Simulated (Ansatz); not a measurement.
# Mg5ZnO6: phonons across the zone

These are results of Ansatz, DFT PBE, scalar-relativistic, plane waves, PAW, not measurements. Cutoff 420 eV, 8×8×2 k-points (Γ-centred), fixed occupations. No spin polarisation. Phonons by linear response, acoustic sum rule imposed.

Equilibrium structure at this level:
```
Mg Zn O
1.0
     3.26842    0.00000    0.00000
     0.00000    3.26842    0.00000
     0.00000    0.00000   13.77272
Mg Zn O
5 1 6
Direct
  0.00000 0.00000 0.00000
  0.50000 0.50000 0.16694
  0.00000 0.00000 0.33398
  0.00000 0.00000 0.66602
  0.50000 0.50000 0.83306
  0.50000 0.50000 0.50000
  0.50000 0.00000 0.08347
  0.00000 0.50000 0.25044
  0.50000 0.00000 0.41562
  0.00000 0.50000 0.58438
  0.50000 0.00000 0.74956
  0.00000 0.50000 0.91653
```

It was reached by relaxing an invented guess, and it needn't be the stable form of this composition. The q mesh is coarse, so values between its points are rough.

Force constants from linear response on a 2×2×1 q mesh.

Q: Is the structure dynamically stable on the q mesh?

A: Yes, on this mesh: no mode is imaginary.

Q: Give the frequencies (cm⁻¹) at the zone-boundary points of high symmetry (interpolated where a point lies off the q mesh).

A:
| point | q | frequencies |
| --- | --- | --- |
| X | 0.000 0.500 0.000 | 98 127 143 149 152 157 160 161 176 181 246 255 289 344 383 384 389 432 434 464 471 475 476 477 478 484 484 496 497 509 530 534 540 542 558 558 |
| M | 0.500 0.500 0.000 | 141 173 173 244 265 268 270 270 279 283 298 298 364 364 414 414 441 444 444 474 478 478 481 483 483 484 484 486 486 499 502 512 512 512 516 523 |
| Z | 0.000 0.000 0.500 | 55 55 62 62 74 88 140 140 174 174 217 217 218 247 247 258 356 392 392 410 480 480 482 482 484 484 485 485 515 515 519 548 594 626 652 668 |
| R | 0.000 0.500 0.500 | 98 122 132 148 153 158 160 161 191 202 228 238 302 348 382 384 389 430 432 465 473 475 476 477 478 486 488 493 496 509 525 526 544 551 554 558 |
| A | 0.500 0.500 0.500 | 141 174 174 250 257 265 268 268 283 284 301 301 362 362 416 416 441 444 444 473 475 480 483 483 483 484 484 486 486 499 502 511 513 513 515 523 |
